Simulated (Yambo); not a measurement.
Cl (space group Cmce, No. 64), G0W0@LDA in Yambo with this input:

```
rim_cut
gw0
dyson
el_el_corr
HF_and_locXC
ppa
em1d
RandQpts= 1000000
RandGvec= 1 Ry
EXXRLvcs= 56 Ry
VXCRLvcs= 224 Ry
Chimod= "HARTREE"
% BndsRnXp
 1 | 202 |
%
NGsBlkXp= 8 Ry
% LongDrXp
 1.0 | 1.0 | 1.0 |
%
PPAPntXp= 27.2114 eV
% GbndRnge
 1 | 202 |
%
GTermKind= "BG"
DysSolver= "n"
ExtendOut
```

On a 4×4×2 mesh, with wavefunctions cut at 56 Ry, the gap (Γ → Γ) is 4.874 eV and the valence edge shifts by -1.687 eV.

Problem. What happens with this change: 3 Ry block?

Solution. The gap falls by 0.174 eV, to 4.700 eV; the shift of the valence edge becomes -1.318 eV. Neither run is shown to be the converged limit.

Geometry of the Materials Project entry, not relaxed at this level; primitive cell a = b = 3.8585 Å, c = 8.4024 Å, α = β = 90.00°, γ = 64.45°.

A shift is the quasiparticle energy of the state minus its LDA energy.

The distance between layers or molecules is the database entry's, not relaxed here. Functionals without dispersion can leave it too large, which widens gaps and weakens the response across layers: the numbers belong to this cell.
